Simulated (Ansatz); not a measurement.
Geometry optimisation in Ansatz: input, command and trajectory.

```yaml
crystal:
  lattice:
    - [1.8976729878, -5.0121332411, 0.0]
    - [1.8976729878, 5.0121332411, 0.0]
    - [0.0, 0.0, 10.0100262985]
  atoms:
    - { symbol: Nb, position: [0.8678686066, 0.1321313934, 0.4409619488] }
    - { symbol: Nb, position: [0.8678686066, 0.1321313934, 0.0590380512] }
    - { symbol: Nb, position: [0.7967779818, 0.2032220182, 0.75] }
    - { symbol: Nb, position: [0.2032220182, 0.7967779818, 0.25] }
    - { symbol: Nb, position: [0.1321313934, 0.8678686066, 0.5590380512] }
    - { symbol: Nb, position: [0.1321313934, 0.8678686066, 0.9409619488] }
    - { symbol: "N", position: [0.6903181636, 0.3096818364, 0.9272552398] }
    - { symbol: "N", position: [0.9532150677, 0.0467849323, 0.6216990838] }
    - { symbol: "N", position: [0.9532150677, 0.0467849323, 0.8783009162] }
    - { symbol: "N", position: [0.6903181636, 0.3096818364, 0.5727447602] }
    - { symbol: "N", position: [0.7658270136, 0.2341729864, 0.25] }
    - { symbol: "N", position: [0.0467849323, 0.9532150677, 0.3783009162] }
    - { symbol: "N", position: [0.3096818364, 0.6903181636, 0.0727447602] }
    - { symbol: "N", position: [0.3096818364, 0.6903181636, 0.4272552398] }
    - { symbol: "N", position: [0.2341729864, 0.7658270136, 0.75] }
    - { symbol: "N", position: [0.0467849323, 0.9532150677, 0.1216990838] }
basis:
  ecutwfc: 420
kpoints:
  mp_grid: { grid: [8, 8, 4] }
hamiltonian:
  xc: pbesol
scf:
  occupations: { method: gaussian, width: 0.02 }
output:
  forces: true
  stress: true
  eigenvalues: true
relax:
  adjacent_minimum: "off"
  f_tol: 0.01
  max_steps: 30
  cell: { stress_tol: 0.1, fix: [volume] }
```

```bash
ansatz run input.yaml --threads 4 --pin off --max-ram 10240MiB --backend cpu --events-out ev --progress --plain --runs-dir out
```

Level of theory: DFT PBEsol, scalar-relativistic, plane waves, PAW (Ansatz 0.2.0).

The volume is held at 0.94 times that of the relaxed cell.

Of 7 frames 6 are shown, positions in Å and forces in eV/Å; the SCF threshold varies from step to step. Steps run on the plane waves of an earlier cell, with a Pulay correction in the pressure. The basis is chosen afresh for the last frame, the zero of the energies, and at times for earlier ones too; energy and pressure can step there, also at an unchanged geometry. Where two frames share a geometry here, they differ by under 2 meV/atom and 0.3 GPa. The mark taken_back stands on steps that the optimiser undid.

```xyz
16
Lattice="1.8977 -5.0121 0.0000 1.8977 5.0121 0.0000 0.0000 0.0000 10.0100" Properties=species:S:1:pos:R:3:forces:R:3 pbc="T T T" step=1 free_energy_over_end_meV_per_atom=0.67 pressure_GPa=17.08
Nb    1.8977   -3.6876    4.4140    0.0000    0.1836   -0.0831
Nb    1.8977   -3.6876    0.5910    0.0000    0.1836    0.0831
Nb    1.8977   -2.9750    7.5075    0.0000   -0.0046    0.0000
Nb    1.8977    2.9750    2.5025    0.0000    0.0046    0.0000
Nb    1.8977    3.6876    5.5960    0.0000   -0.1836    0.0831
Nb    1.8977    3.6876    9.4191    0.0000   -0.1836   -0.0831
N     1.8977   -1.9078    9.2818    0.0000    0.0904    0.0899
N     1.8977   -4.5431    6.2232    0.0000    0.0384    0.2604
N     1.8977   -4.5431    8.7918    0.0000    0.0384   -0.2604
N     1.8977   -1.9078    5.7332    0.0000    0.0904   -0.0899
N     1.8977   -2.6647    2.5025    0.0000   -0.0179    0.0000
N     1.8977    4.5431    3.7868    0.0000   -0.0384   -0.2604
N     1.8977    1.9078    0.7282    0.0000   -0.0904   -0.0899
N     1.8977    1.9078    4.2768    0.0000   -0.0904    0.0899
N     1.8977    2.6647    7.5075    0.0000    0.0179    0.0000
N     1.8977    4.5431    1.2182    0.0000   -0.0384    0.2604
16
Lattice="1.8997 -5.0206 0.0000 1.8997 5.0206 0.0000 0.0000 0.0000 9.9822" Properties=species:S:1:pos:R:3:forces:R:3 pbc="T T T" step=2 free_energy_over_end_meV_per_atom=0.14 pressure_GPa=16.61
Nb    1.8997   -3.6949    4.4034    0.0000    0.0753   -0.0538
Nb    1.8997   -3.6949    0.5877    0.0000    0.0753    0.0538
Nb    1.8997   -2.9723    7.4867    0.0000   -0.0484    0.0000
Nb    1.8997    2.9723    2.4956    0.0000    0.0484    0.0000
Nb    1.8997    3.6949    5.5788    0.0000   -0.0753    0.0538
Nb    1.8997    3.6949    9.3945    0.0000   -0.0753   -0.0538
N     1.8997   -1.9034    9.2641    0.0000   -0.0001    0.0301
N     1.8997   -4.5526    6.2181    0.0000    0.0282    0.0328
N     1.8997   -4.5526    8.7552    0.0000    0.0282   -0.0328
N     1.8997   -1.9034    5.7092    0.0000   -0.0001   -0.0301
N     1.8997   -2.6718    2.4956    0.0000   -0.0364    0.0000
N     1.8997    4.5526    3.7641    0.0000   -0.0282   -0.0328
N     1.8997    1.9034    0.7181    0.0000    0.0001   -0.0301
N     1.8997    1.9034    4.2730    0.0000    0.0001    0.0301
N     1.8997    2.6718    7.4867    0.0000    0.0364    0.0000
N     1.8997    4.5526    1.2270    0.0000   -0.0282    0.0328
16
Lattice="1.9010 -5.0116 0.0000 1.9010 5.0116 0.0000 0.0000 0.0000 9.9938" Properties=species:S:1:pos:R:3:forces:R:3 pbc="T T T" step=3 free_energy_over_end_meV_per_atom=0.04 pressure_GPa=16.55
Nb    1.9010   -3.6864    4.4073    0.0000    0.0256   -0.0200
Nb    1.9010   -3.6864    0.5896    0.0000    0.0256    0.0200
Nb    1.9010   -2.9647    7.4953    0.0000   -0.0618    0.0000
Nb    1.9010    2.9647    2.4984    0.0000    0.0618    0.0000
Nb    1.9010    3.6864    5.5865    0.0000   -0.0256    0.0200
Nb    1.9010    3.6864    9.4042    0.0000   -0.0256   -0.0200
N     1.9010   -1.8988    9.2760    0.0000    0.0075    0.0064
N     1.9010   -4.5424    6.2259    0.0000   -0.0039    0.0042
N     1.9010   -4.5424    8.7648    0.0000   -0.0039   -0.0042
N     1.9010   -1.8988    5.7146    0.0000    0.0075   -0.0064
N     1.9010   -2.6696    2.4984    0.0000   -0.0355    0.0000
N     1.9010    4.5424    3.7679    0.0000    0.0039   -0.0042
N     1.9010    1.8988    0.7177    0.0000   -0.0075   -0.0064
N     1.9010    1.8988    4.2791    0.0000   -0.0075    0.0064
N     1.9010    2.6696    7.4953    0.0000    0.0355    0.0000
N     1.9010    4.5424    1.2290    0.0000    0.0039    0.0042
16
Lattice="1.9035 -5.0095 0.0000 1.9035 5.0095 0.0000 0.0000 0.0000 9.9846" Properties=species:S:1:pos:R:3:forces:R:3 pbc="T T T" step=4 free_energy_over_end_meV_per_atom=0.08 pressure_GPa=16.50 taken_back
Nb    1.9035   -3.6804    4.3994    0.0000   -0.0384    0.0446
Nb    1.9035   -3.6804    0.5929    0.0000   -0.0384   -0.0446
Nb    1.9035   -2.9705    7.4884    0.0000    0.0180    0.0000
Nb    1.9035    2.9705    2.4961    0.0000   -0.0180    0.0000
Nb    1.9035    3.6804    5.5852    0.0000    0.0384   -0.0446
Nb    1.9035    3.6804    9.3917    0.0000    0.0384    0.0446
N     1.9035   -1.8984    9.2687    0.0000    0.0171   -0.0179
N     1.9035   -4.5433    6.2195    0.0000    0.0522    0.0316
N     1.9035   -4.5433    8.7574    0.0000    0.0522   -0.0316
N     1.9035   -1.8984    5.7082    0.0000    0.0171    0.0179
N     1.9035   -2.6713    2.4961    0.0000    0.0586    0.0000
N     1.9035    4.5433    3.7651    0.0000   -0.0522   -0.0316
N     1.9035    1.8984    0.7159    0.0000   -0.0171    0.0179
N     1.9035    1.8984    4.2764    0.0000   -0.0171   -0.0179
N     1.9035    2.6713    7.4884    0.0000   -0.0586    0.0000
N     1.9035    4.5433    1.2272    0.0000   -0.0522    0.0316
16
Lattice="1.9024 -5.0086 0.0000 1.9024 5.0086 0.0000 0.0000 0.0000 9.9922" Properties=species:S:1:pos:R:3:forces:R:3 pbc="T T T" step=5 free_energy_over_end_meV_per_atom=0.01 pressure_GPa=16.52
Nb    1.9024   -3.6823    4.4051    0.0000    0.0159    0.0010
Nb    1.9024   -3.6823    0.5910    0.0000    0.0159   -0.0010
Nb    1.9024   -2.9664    7.4942    0.0000    0.0085    0.0000
Nb    1.9024    2.9664    2.4981    0.0000   -0.0085    0.0000
Nb    1.9024    3.6823    5.5871    0.0000   -0.0159   -0.0010
Nb    1.9024    3.6823    9.4012    0.0000   -0.0159    0.0010
N     1.9024   -1.8969    9.2748    0.0000    0.0069    0.0012
N     1.9024   -4.5402    6.2251    0.0000   -0.0017   -0.0056
N     1.9024   -4.5402    8.7632    0.0000   -0.0017    0.0056
N     1.9024   -1.8969    5.7135    0.0000    0.0069   -0.0012
N     1.9024   -2.6692    2.4981    0.0000    0.0031    0.0000
N     1.9024    4.5402    3.7671    0.0000    0.0017    0.0056
N     1.9024    1.8969    0.7174    0.0000   -0.0069   -0.0012
N     1.9024    1.8969    4.2787    0.0000   -0.0069    0.0012
N     1.9024    2.6692    7.4942    0.0000   -0.0031    0.0000
N     1.9024    4.5402    1.2290    0.0000    0.0017   -0.0056
16
Lattice="1.9024 -5.0087 0.0000 1.9024 5.0087 0.0000 0.0000 0.0000 9.9921" Properties=species:S:1:pos:R:3:forces:R:3 pbc="T T T" step=7 free_energy_over_end_meV_per_atom=0.00 pressure_GPa=16.52
Nb    1.9024   -3.6818    4.4052    0.0000   -0.0054    0.0015
Nb    1.9024   -3.6818    0.5909    0.0000   -0.0054   -0.0015
Nb    1.9024   -2.9668    7.4941    0.0000   -0.0025    0.0000
Nb    1.9024    2.9668    2.4980    0.0000    0.0025    0.0000
Nb    1.9024    3.6818    5.5869    0.0000    0.0054   -0.0015
Nb    1.9024    3.6818    9.4013    0.0000    0.0054    0.0015
N     1.9024   -1.8964    9.2745    0.0000   -0.0015    0.0026
N     1.9024   -4.5404    6.2247    0.0000   -0.0023   -0.0003
N     1.9024   -4.5404    8.7635    0.0000   -0.0023    0.0003
N     1.9024   -1.8964    5.7136    0.0000   -0.0015   -0.0026
N     1.9024   -2.6684    2.4980    0.0000   -0.0022    0.0000
N     1.9024    4.5404    3.7675    0.0000    0.0023    0.0003
N     1.9024    1.8964    0.7176    0.0000    0.0015   -0.0026
N     1.9024    1.8964    4.2785    0.0000    0.0015    0.0026
N     1.9024    2.6684    7.4941    0.0000    0.0022    0.0000
N     1.9024    4.5404    1.2286    0.0000    0.0023   -0.0003
```

The run took 46 s on 4 threads of AMD EPYC 9R45 96-Core Processor (Zen 5), with other jobs on the host, peak memory 1.2 GiB.